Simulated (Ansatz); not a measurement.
All numbers below come from DFT PBE, scalar-relativistic, plane waves, PAW (Ansatz 0.2.0). Settings: cutoff 420 eV, Γ-centred meshes spaced at most about 0.3 Å⁻¹, and about 0.25 Å⁻¹ or finer for metals (2π included), Gaussian smearing. No spin polarisation in the final relaxations.

Temperature and zero-point effects are left out.

Two relaxed structures of ZrH4:

1.

```cif
data_structure
_symmetry_space_group_name_H-M 'Cmmm'
_symmetry_Int_Tables_number 65
_cell_length_a 3.7290
_cell_length_b 6.0567
_cell_length_c 3.5399
_cell_angle_alpha 90.000
_cell_angle_beta 90.000
_cell_angle_gamma 90.000
_cell_volume 79.95
loop_
_atom_site_label
_atom_site_type_symbol
_atom_site_symmetry_multiplicity
_atom_site_Wyckoff_symbol
_atom_site_fract_x
_atom_site_fract_y
_atom_site_fract_z
_atom_site_occupancy
Zr1 Zr 2 a 0.00000 0.00000 0.00000 1
H1 H 4 i 0.50000 0.83900 0.00000 1
H2 H 4 h 0.75350 0.00000 0.50000 1
```

2.

```cif
data_structure
_symmetry_space_group_name_H-M 'Pmmm'
_symmetry_Int_Tables_number 47
_cell_length_a 2.7643
_cell_length_b 3.0876
_cell_length_c 6.0184
_cell_angle_alpha 90.000
_cell_angle_beta 90.000
_cell_angle_gamma 90.000
_cell_volume 51.37
loop_
_atom_site_label
_atom_site_type_symbol
_atom_site_symmetry_multiplicity
_atom_site_Wyckoff_symbol
_atom_site_fract_x
_atom_site_fract_y
_atom_site_fract_z
_atom_site_occupancy
Zr1 Zr 1 a 0.00000 0.00000 0.00000 1
H1 H 2 s 0.50000 0.00000 0.74564 1
H2 H 2 t 0.50000 0.50000 0.16402 1
```

Question: Which form is favoured at zero pressure, and by what margin per atom?

Answer: Cell 1 is lower, by 0.30 eV/atom. Cell 1 has space group Cmmm (No. 65), 8.0 Å³/atom and no gap on its mesh; cell 2 has space group Pmmm (No. 47), 10.3 Å³/atom and no gap. Counting H atoms around Zr (those within 1.25 times the shortest such distance or 1.15 times the sum of covalent radii, 1.27 where that leaves under three; a plus sign parts nearer from farther groups), cell 1 has Zr 10 and cell 2 has Zr 4+8. In cell 1, Zr has 10 H at 1.99–2.10 Å; H on a site of symmetry m2m is surrounded by 1 H at 1.95 Å, 3 Zr at 2.05–2.10 Å and 6 H at 2.15–2.23 Å; around H on a site of symmetry 2mm lie 2 H at 1.84–1.89 Å, 2 Zr at 1.99 Å and 4 H at 2.23 Å. In cell 2, Zr has 4 H at 2.06 Å, 8 H at 2.30 Å, 2 Zr at 2.76 Å and 2 Zr at 3.09 Å; H on its first site has 2 H at 1.64 Å and 2 Zr at 2.06 Å; H on its second site has 2 H at 1.64 Å, 1 H at 1.97 Å and 4 Zr at 2.30 Å. Both come from invented guesses.

Weakly bound directions are ill-defined at this level, which has no dispersion term (Pmmm), and this can change margins and order among such cells. With hydrogen, zero-point motion can shift such differences by 10 meV/atom or more. Cells relaxed within their symmetry can be saddle points.
